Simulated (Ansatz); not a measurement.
Below is a relaxed structure of Al₅N. The cell was found from a structure generator's guess, not taken from experiment.

Theory: DFT PBE, scalar-relativistic, plane waves, PAW in Ansatz. Cutoff 420 eV, Γ-centred mesh, Gaussian smearing, no spin polarisation.

```
Al N
1.0
     5.28085    0.00000    0.00000
     0.00000    5.28085    0.00000
     0.00000    0.00000    4.78938
Al N
5 1
Direct
  0.24753 0.24753 0.20306
  0.75247 0.75247 0.20306
  0.75247 0.24753 0.20306
  0.24753 0.75247 0.20306
  0.00000 0.00000 0.79196
  0.00000 0.00000 0.40369
```

Formation energies are uncorrected and refer to the elements' standard structures at the same level (N₂ as a molecule).

Q: Find its symmetry and describe it.

A: P4mm (No. 99). Conventional cell: a = 5.281 Å, c = 4.789 Å. Al on a site of symmetry m has 1 N at 2.08 Å and 5 Al at 2.61–2.70 Å; around Al on a site of symmetry 4mm lies 1 N at 1.86 Å; N has 1 Al at 1.86 Å and 4 Al at 2.08 Å.

Q: What is its formation energy per atom?

A: +0.26 eV/atom. A positive value: parting into the elements would lower its energy.

Q: Is it a metal?

A: Yes, bands cross the Fermi level on the 8×8×8 mesh.

The last run used an 8×8×8 mesh for its 6-atom cell and Gaussian smearing of 0.10 eV. Symmetry constrained the relaxation, so the result can be a saddle point. Another cell of Al5N relaxed alike, in P1, lies 0.31 eV/atom lower, so this cell isn't the stable form at this level.
